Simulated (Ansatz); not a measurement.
MoP:
```cif
data_MoP
_chemical_formula_sum 'Mo1 P1'
_space_group_name_H-M_alt 'Pm-3m'
_space_group_IT_number 221
_space_group_name_Hall '-P 4 2 3'
_cell_length_a 2.97430
_cell_length_b 2.97430
_cell_length_c 2.97430
_cell_angle_alpha 90.000
_cell_angle_beta 90.000
_cell_angle_gamma 90.000
loop_
_atom_site_label
_atom_site_type_symbol
_atom_site_symmetry_multiplicity
_atom_site_Wyckoff_symbol
_atom_site_fract_x
_atom_site_fract_y
_atom_site_fract_z
_atom_site_occupancy
Mo1 Mo 1 a 0.00000 0.00000 0.00000 1
P1 P 1 b 0.50000 0.50000 0.50000 1
```

Relaxed with PBEsol.

Q: Decompose the optical modes at the zone centre into irreducible representations, and say which are infrared and Raman allowed.

A: Point group m-3m: Γ_opt = T1u. Infrared: T1u. Raman: none.

Q: Assign frequencies (DFPT, the program Ansatz at the PBEsol level (PAW)).

A: T1u 214 cm⁻¹.

A made-up cell: these elements were put on the sites of a structure type; neither database checked (COD, Materials Project) lists it. COD files the formula under space group No. 187. Its standing as an ambient phase is unchecked. The PBEsol relaxation kept the symmetry of its start; whether a distortion lowers the energy is not shown. No spin polarisation was allowed. As this level gives no gap, phonon frequencies hold no LO–TO term and depend on the k-mesh and smearing (Fermi–Dirac, 0.1 eV here).

Potentials: the earlier of the program's two PAW sets. The files were generated under PBE; for other functionals the program regenerates the frozen cores, and for LDA and PBEsol the local potential too.
